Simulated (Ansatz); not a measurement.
B:
```
CELL_PARAMETERS angstrom
      1.46809    -2.66124     0.00000
      1.46809     2.66124     0.00000
      0.00000     0.00000     3.26584
ATOMIC_POSITIONS crystal
  B  0.84415 0.15585 0.09020
  B  0.65585 0.34415 0.59020
  B  0.34415 0.65585 0.40980
  B  0.15585 0.84415 0.90980
```

Relaxed with r²SCAN. Special points in fractions of this cell's reciprocal vectors: Γ (0.000, 0.000, 0.000); Y (-0.500, 0.500, 0.000); C0 (-0.326, 0.674, 0.000); Σ0 (0.326, 0.326, 0.000); Z (0.000, 0.000, 0.500); A0 (0.326, 0.326, 0.500); E0 (-0.326, 0.674, 0.500); T (-0.500, 0.500, 0.500); S (0.000, 0.500, 0.000); R (0.000, 0.500, 0.500).

List the band energies nearest the Fermi level at these points for DFT-r²SCAN in the program Ansatz with PAW potentials.

In eV from the Fermi level; about four levels below and three above (degenerate sets whole), none deeper than 8.9 eV; points with the same levels are listed once.

```csv
k,below,above
Γ,-8.31 -6.33 -4.75 -3.68,0.62 1.00 2.70
Y,-5.57 -3.75 -2.11 -0.41,0.86 4.95 5.09
C0,-4.99 -4.69 -1.49,1.44 2.51 2.95
Z,-1.92 -1.92 -1.60 -1.60,1.08 1.08 6.84 6.84
A0,-8.02 -8.02,7.34 7.34 8.01 8.01
T,-4.00 -4.00,0.90 0.90 9.89 9.89
S,-5.91 -5.91 -4.83 -4.83,1.66 1.66 6.42 6.42
R,-4.54 -4.54,2.16 2.16 11.02 11.02
```

Space group Cmce. The start of the workflow was typed in or built on a structure type; neither database checked (COD, Materials Project) lists it. It is not the phase usual at ambient conditions (space group No. 166). The cell was relaxed with r²SCAN under the symmetry of its start; whether a distortion lowers the energy is not shown.

Potentials: the earlier of the program's two PAW sets. The files were generated under PBE; for other functionals the program regenerates the frozen cores, and for LDA and PBEsol the local potential too.
